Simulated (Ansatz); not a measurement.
## Computed properties of GaSb

GaSb:
```cif
data_GaSb
_chemical_formula_sum 'Ga1 Sb1'
_space_group_name_H-M_alt 'P 1'
_space_group_IT_number 1
_cell_length_a 4.16804
_cell_length_b 4.16804
_cell_length_c 4.16804
_cell_angle_alpha 98.220
_cell_angle_beta 98.220
_cell_angle_gamma 135.565
loop_
_space_group_symop_operation_xyz
  'x, y, z'
loop_
_atom_site_label
_atom_site_type_symbol
_atom_site_fract_x
_atom_site_fract_y
_atom_site_fract_z
_atom_site_occupancy
Ga1 Ga 0.75000 0.25000 0.50000 1
Sb1 Sb 0.00000 0.00000 0.00000 1
```

Space group I-4m2 (No. 119); conventional cell a = b = 5.4569 Å, c = 3.1520 Å, α = β = γ = 90.00°.

Method: DFT-r²SCAN in the program Ansatz with PAW potentials. Structure relaxed to zero pressure with the same functional. Other levels are named where they apply.

Cell and energy:

```yaml
volume_per_atom: 23.46 Å³
density: 6.78 g/cm³
Formation energy from the elements (no fitted shifts): 0.071 eV/atom
```

Electronic structure:

```yaml
electronic_character: metallic (no gap)
Density of states at the Fermi level: 0.35 states/eV per atom (mean over ±0.08 eV)
Gap with spin–orbit coupling: none (metallic)
```

Mechanics:

```yaml
Bulk modulus (Birch–Murnaghan fit): 572 kbar
Pressure derivative B′: 4.9
```

Phonons:

```yaml
highest_zone_centre_frequency: 142 cm⁻¹
zone_centre_stability: no imaginary mode at Γ
```

Charges:

```yaml
bader_charges: Ga +0.22, Sb -0.22 e
```

The first step of the workflow began from a Materials Project structure, measured or hypothetical; the Crystallography Open Database copy checked does not list it. It is not the phase usual at ambient conditions (space group No. 216). Symmetry was held in the r²SCAN relaxation. As this level gives no gap, phonon frequencies hold no LO–TO term and depend on the k-mesh and smearing (Fermi–Dirac, 0.1 eV here). The references are the lowest solids computed at this level, not always the standard phases. Spin–orbit coupling is left out wherever it is not named.

Potentials: the later of the program's two PAW sets.
